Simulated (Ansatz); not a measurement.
# Rb2InBiF6: zone-centre modes

All numbers below come from DFT PBEsol, scalar-relativistic, plane waves, PAW in Ansatz. Settings: plane waves to 420 eV, k-mesh 6×6×6 (Γ-centred), Gaussian smearing 0.05 eV. Spin–orbit coupling is left out, which can shift energies with elements as heavy as these. No spin polarisation.

Zero of the scan (relaxed at this level; it needn't be the usual structure):

```
CELL_PARAMETERS angstrom
0.00000 4.78455 4.78455
4.78455 0.00000 4.78455
4.78455 4.78455 0.00000
ATOMIC_POSITIONS crystal
Rb 0.75000 0.75000 0.75000
Rb 0.25000 0.25000 0.25000
In 0.50000 0.50000 0.50000
Bi 0.00000 0.00000 0.00000
F 0.76428 0.23572 0.23572
F 0.23572 0.23572 0.76428
F 0.23572 0.76428 0.76428
F 0.23572 0.76428 0.23572
F 0.76428 0.23572 0.76428
F 0.76428 0.76428 0.23572
```

Harmonic modes by finite displacements of 0.02 Å, without the LO–TO term.

At this geometry, is the structure stable against these modes?

No: 12 modes are unstable, the strongest at 89i cm⁻¹.

List the wavenumbers in cm⁻¹.

89i, 89i, 89i, 81i, 81i, 81i, 37i, 37i, 37i, 35i, 35i, 35i, 0, 0, 0, 49, 49, 49, 92, 92, 92, 139, 139, 139, 229, 229, 229, 347, 347, 418.

Cost: 1 run of about 3.4 core-minutes, on Arm Neoverse V2 (shared hosts).